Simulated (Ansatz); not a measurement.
The calculation used DFT PBE, scalar-relativistic, plane waves, PAW (Ansatz). Plane waves to 420 eV, an 8×8×8 mesh through Γ for the 5-atom cell and 0.10 eV Gaussian smearing; no spin polarisation.

Formation energies are uncorrected and refer to the elements' standard structures at the same level.

Question: Suggest a trial structure for a cubic metal made of C, Cd and Zr, with a formation energy near −0.46 eV/atom and a density near 6.92 g/cm³, in a cell of 5 atoms.

Answer: Zr3CdC, space group Pm-3m (No. 221). Zr has 2 C at 2.29 Å, 4 Cd at 3.23 Å and 8 Zr at 3.23 Å; around Cd lie 12 Zr at 3.23 Å; around C lie 6 Zr at 2.29 Å.

```xyz
5
Lattice="4.5721 0.0000 0.0000 0.0000 4.5721 0.0000 0.0000 0.0000 4.5721" Properties=species:S:1:pos:R:3 pbc="T T T"
Zr    0.0000    2.2861    2.2861
Zr    2.2861    0.0000    2.2861
Zr    2.2861    2.2861    0.0000
Cd    0.0000    0.0000    0.0000
C     2.2861    2.2861    2.2861
```

The volume per atom is 19.12 Å³ and the density is 6.92 g/cm³. The energy over the elements is −0.46 eV/atom and the gap on the 8×8×8 mesh of the 5-atom cell is 0 eV (a metal).

The cell was found from a structure generator's guess, not taken from experiment. The answer needn't be unique; the calculation gave this one.

The reference form of C is held partly by dispersion forces, which this level lacks. A structure relaxed within its symmetry needn't be a true minimum.
